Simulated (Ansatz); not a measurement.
SnPb$_{4}$S$_{5}$:
```
SnPb4S5
1.0
   -2.10193     2.10193    14.86089
    2.10193    -2.10193    14.86089
    2.10193     2.10193   -14.86089
Sn Pb S
1 4 5
Direct
  0.00000   0.00000   0.00000
  0.40099   0.40099   0.00000
  0.59901   0.59901   0.00000
  0.80018   0.80018   0.00000
  0.19982   0.19982   0.00000
  0.50000   0.50000   0.00000
  0.70059   0.70059   0.00000
  0.29941   0.29941   0.00000
  0.09764   0.09764   0.00000
  0.90236   0.90236   0.00000
```

DFT-r²SCAN in the program Ansatz with PAW potentials gives a gap of 0.28 eV without spin–orbit coupling, maximum at N, minimum at N.

### Question
What happens when spin–orbit coupling is switched on?

### Answer
The gap drops by 0.20 eV, to 0.08 eV; maximum at N, minimum at N.

Space group I4/mmm. The workflow started from a Materials Project entry (that database holds measured and hypothetical structures alike); the Crystallography Open Database copy checked does not list it. Whether it is the stable phase at ambient conditions was not checked. Symmetry was held in the r²SCAN relaxation; whether a distortion lowers the energy is not shown.

Potentials: the later of the program's two PAW sets.
